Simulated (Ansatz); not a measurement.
The relaxed structure here is a generated cell of Si2W: the first start was made by a random draw of sites in a space group, and the end was not matched to a known phase here, so it may be hypothetical. Known forms of Si2W include space group No. 139.

One starting cell of Si₂W (a randomly generated symmetric cell of Si2W (space group No. 37)) was relaxed twice with Ansatz (plane waves, PAW, scalar-relativistic): with PBEsol at 420 eV and with PBE at 420 eV. The PBEsol result:

Si2W is taken in the orthorhombic space group Cccm (No. 66), Pearson symbol oS12. Lattice parameters: a = 6.131 Å, b = 6.268 Å, c = 5.027 Å, α = β = γ = 90.00°. Si on 8l sees 2 Si at 2.197–2.204 Å and 4 W at 2.697–2.815 Å. W on 4a is surrounded by 2 W at 2.513 Å and 8 Si at 2.697–2.815 Å. (Neighbours: up to the widest gap in distance over summed covalent radii, below 1.35, at either atom; cation-cation and far metal-metal contacts left out.)
(The calculation used a cell of 6 atoms; values per cell refer to that cell.)

| quantity | PBEsol | PBE |
|---|---|---|
| space group | Cccm | Cccm |
| volume (Å³/atom) | 16.10 | (withheld) |
| a (Å) | 6.131 | (withheld) |
| b (Å) | 6.268 | (withheld) |
| c (Å) | 5.027 | (withheld) |
| gap (eV, no spin-orbit coupling) | 0.00 | (withheld) |

Q: Fill in the PBE column.

A: 
- volume (Å³/atom), PBE: 16.51
- a (Å), PBE: 6.172
- b (Å), PBE: 6.309
- c (Å), PBE: 5.087
- gap (eV, no spin-orbit coupling), PBE: 0.00

Both levels end in the same structure; PBE's volume is 2.5 % larger. Neither column is exact.

No spin polarisation in the result.

The run could not lose the symmetry of its start, so the end can be a saddle point.

Ansatz is an electronic-structure program.
